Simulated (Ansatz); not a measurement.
# Equation of state of Mg

```xyz
2
Lattice="3.2093 0.0000 0.0000 -1.6046 2.7793 0.0000 0.0000 0.0000 5.2103" Properties=species:S:1:pos:R:3 pbc="T T T"
Mg    0.0000    1.8529    1.3026
Mg    1.6046    0.9264    3.9077
```

The cell is COD entry 9008506, as deposited and not checked against the literature; nothing was relaxed.

Methods: DFT, PBEsol, all-electron LAPW, scalar-relativistic (Ansatz 0.2.0); DFT, PBEsol, PAW with Ansatz's default frozen-core files, scalar-relativistic (Ansatz 0.2.0).

For LAPW: a Γ-centred 12×12×7 k mesh, Fermi–Dirac smearing of 0.08 eV, basis error target 0.5 meV/atom, no spin polarisation. PAW takes a cutoff of 420 eV at this cell (files made with PBE, cores remade for this functional). The Ansatz runs share mesh, smearing and spin set-up. Plane-wave (PAW) pressures include the program's estimate of the Pulay term.

The cell above is scaled evenly, with fractional coordinates and shape held.

(1) Estimate the equilibrium volume and bulk modulus that all-electron LAPW gives for this fixed shape.

## Answers

(1) V0 = 22.50 Å³/atom, B0 = 37 GPa, B0′ = 4.0, from a third-order Birch–Murnaghan fit to these pressures:
```
V/V(cell)  V (Å³/atom)  P, LAPW (GPa)  P, PAW (GPa)  free energy over the lowest listed, PAW (meV/atom)
   0.9400       21.843           1.17          1.19                                                 2.2
   0.9405       21.854           1.15          1.17                                                 2.1
   0.9600       22.307           0.32          0.34                                                 0.0
   0.9800       22.772          -0.45         -0.42                                                 0.1
   0.9900       23.005          -0.80         -0.78                                                 1.0
   1.0000       23.237          -1.14         -1.12                                                 2.4
   1.0100       23.469          -1.46         -1.44                                                 4.2
   1.0200       23.702          -1.76         -1.74                                                 6.5
   1.0400       24.166          -2.32         -2.30                                                12.4
   1.0600       24.631          -2.83         -2.81                                                19.8
```
